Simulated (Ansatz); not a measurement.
PbF₂ (fluorite, Fm-3m), plane-wave PAW r²SCAN+D4 (Ansatz code): ε∞ = 3.16, cell volume 52.54 Å³. Infrared-active transverse modes:

```tsv
ω_TO (cm⁻¹)	oscillator strength S_xx (e²/amu)
97.0	0.3199
```

Question: Compute the static dielectric constant.

Answer: Each mode adds (4.921e7/V) S/ω²: 31.86. So ε0 = 35.0.

Question: What LO frequency does the Lyddane–Sachs–Teller relation give?

Answer: ω_LO = ω_TO √(ε0/ε∞) = 323 cm⁻¹.

The r²SCAN+D4 relaxation kept the symmetry of its start; phonons on a q-mesh show no instability. Spin–orbit coupling is left out wherever it is not named.

Potentials: the later of the program's two PAW sets.
